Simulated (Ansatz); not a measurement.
Put LaSc₂F in P6/mmm (No. 191): La on 1b; Sc on 2c; F on 1a.

Theory: DFT PBE, scalar-relativistic, plane waves, PAW in Ansatz 0.2.0. Cutoff 420 eV, Γ-centred mesh, Gaussian smearing, no spin polarisation.

Formation energies are uncorrected and refer to the elements' standard structures at the same level (F₂ as a molecule).

Task: Predict the relaxed structure.

Result:

Space group P6/mmm (No. 191). a = 5.583 Å, b = 5.583 Å, c = 4.457 Å, α = 90.00°, β = 90.00°, γ = 120.00°
| atom | site | symmetry | x | y | z |
| --- | --- | --- | --- | --- | --- |
| La | 1b | 6/mmm | 0.0000 | 0.0000 | 0.5000 |
| Sc | 2c | -6m2 | 0.3333 | 0.6667 | 0.0000 |
| F | 1a | 6/mmm | 0.0000 | 0.0000 | 0.0000 |

Around La lie 2 F at 2.23 Å, 12 Sc at 3.92 Å and 2 La at 4.46 Å; Sc is surrounded by 3 F at 3.22 Å, 3 Sc at 3.22 Å and 6 La at 3.92 Å; F is surrounded by 2 La at 2.23 Å and 6 Sc at 3.22 Å. Another local minimum with the same sites may exist.

Task: Where does its energy lie, and is it a metal?

Result: The energy over the elements is −0.52 eV/atom. The gap on the 12×12×10 mesh of the 4-atom cell is 0 eV (a metal).

The last run used Gaussian smearing of 0.10 eV. The cell is a metal run without spin; a magnetic state may lie lower. Symmetry constrained the relaxation, so the result can be a saddle point. Another cell of LaSc2F relaxed alike, in I4/mmm, lies 0.65 eV/atom lower, so this cell isn't the stable form at this level.
